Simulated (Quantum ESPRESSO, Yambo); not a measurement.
**G0W0 results for MgI2**

```cif
data_I2Mg
_chemical_formula_sum 'Mg1 I2'
_space_group_name_H-M_alt 'P 1'
_space_group_IT_number 1
_cell_length_a 4.12555
_cell_length_b 4.12555
_cell_length_c 6.82678
_cell_angle_alpha 90.000
_cell_angle_beta 90.000
_cell_angle_gamma 120.000
loop_
_space_group_symop_operation_xyz
  'x, y, z'
loop_
_atom_site_label
_atom_site_type_symbol
_atom_site_fract_x
_atom_site_fract_y
_atom_site_fract_z
_atom_site_occupancy
Mg1 Mg 0.00000 0.00000 0.00000 1
I1 I 0.33333 0.66667 0.24575 1
I2 I 0.66667 0.33333 0.75425 1
```

Cell and atoms were relaxed with PBE+D3(BJ) from Materials Project entry mp-23205, within its symmetry.

Starting point: PBEsol (Quantum ESPRESSO, PseudoDojo norm-conserving, 84 Ry, with spin-orbit coupling). G0W0 in Yambo: 3×3×2 Γ-centred k mesh, bands 9 to 298 and a 7 Ry block in the screening, 298 bands in G with the Bruneval-Gonze terminator, plasmon pole fitted at 27.2 eV.

* **PBEsol gap along the band path**: 3.10 eV
* **PBEsol gap between the mesh's edge points (Γ → Γ)**: 3.27 eV
* **G0W0 gap between the same points**: 4.93 eV
* **estimate of the fundamental G0W0 gap (path gap plus the correction; the mesh misses a band edge)**: 4.76 eV

```json
[
 {"k point": "Γ", "band": "VB−2", "E PBEsol (eV)": "-0.04", "E QP (eV)": "-1.10", "shift (eV)": "-1.06", "Z": "0.80"},
 {"k point": "Γ", "band": "VB−1", "E PBEsol (eV)": "0.00", "E QP (eV)": "-1.04", "shift (eV)": "-1.04", "Z": "0.80"},
 {"k point": "Γ", "band": "VB", "E PBEsol (eV)": "0.00", "E QP (eV)": "-1.04", "shift (eV)": "-1.04", "Z": "0.80"},
 {"k point": "Γ", "band": "CB", "E PBEsol (eV)": "3.27", "E QP (eV)": "3.89", "shift (eV)": "0.62", "Z": "0.83"},
 {"k point": "Γ", "band": "CB+1", "E PBEsol (eV)": "3.27", "E QP (eV)": "3.89", "shift (eV)": "0.62", "Z": "0.83"},
 {"k point": "A", "band": "VB", "E PBEsol (eV)": "-0.16", "E QP (eV)": "-1.23", "shift (eV)": "-1.07", "Z": "0.80"},
 {"k point": "A", "band": "CB", "E PBEsol (eV)": "4.32", "E QP (eV)": "5.00", "shift (eV)": "0.68", "Z": "0.82"},
 {"k point": "K", "band": "VB", "E PBEsol (eV)": "-1.55", "E QP (eV)": "-2.71", "shift (eV)": "-1.16", "Z": "0.80"},
 {"k point": "K", "band": "CB", "E PBEsol (eV)": "3.43", "E QP (eV)": "3.99", "shift (eV)": "0.56", "Z": "0.82"},
 {"k point": "H", "band": "VB", "E PBEsol (eV)": "-0.79", "E QP (eV)": "-1.88", "shift (eV)": "-1.09", "Z": "0.80"},
 {"k point": "H", "band": "CB", "E PBEsol (eV)": "4.45", "E QP (eV)": "5.17", "shift (eV)": "0.73", "Z": "0.81"}
]
```

Energies count from the PBEsol valence-band maximum.

Nearest settings tried, and what they do to the gap: 188 bands in W, 188 bands in G: -33 meV; 6 Ry block (161 vectors against 233): -54 meV. Not varied: mesh. So the settings aren't converged at that level. The k mesh is coarse.
